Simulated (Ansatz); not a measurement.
# CdPb: reading a single point

```
CELL_PARAMETERS angstrom
0.00000 4.53477 0.00000
4.53477 0.00000 0.00000
2.26738 2.26738 -5.20820
ATOMIC_POSITIONS crystal
Pb 0.50000 0.50000 0.00000
Pb 0.25000 0.75000 0.50000
Cd 0.00000 0.00000 0.00000
Cd 0.75000 0.25000 0.50000
```

Level: PBE, no spin polarisation; 420 eV; 8×8×8 Γ-centred mesh; fermi-dirac occupations (width 0.0154 eV); Ansatz 0.2.0, fixed geometry.

(1) What do density and ELF say about some of the short contacts?

(2) What happens at the Fermi level?

(3) Is the cell too large or too small?

(4) Give the Bader charges.

Origin: a known structure type with other elements, at an estimated volume, so it need not be a known compound.

Answers

(1) Pb–Cd at 3.21 Å: least valence density 0.16 e/Å³ and ELF 0.23 there. Pb–Pb at 3.45 Å: least valence density 0.13 e/Å³ and ELF 0.21 there. Cd–Cd at 3.45 Å: least valence density 0.10 e/Å³ and ELF 0.18 there. Both are smooth PAW fields, read partly inside the augmentation spheres.

(2) It is a metal, with about 1.7 states/eV a cell as the mean within 0.25 eV of the Fermi level, mostly Pb p (63 %) and Cd s (20 %).

(3) The pressure is 2.0 GPa (compression positive), so with the atoms held at these fractions the cell would first expand. The principal stresses 1.3, 2.4, 2.4 GPa differ, so its shape would change too.

(4) Bader charges in e: Cd -0.02, Pb +0.02. In the mean Pb gives up most and Cd takes most.
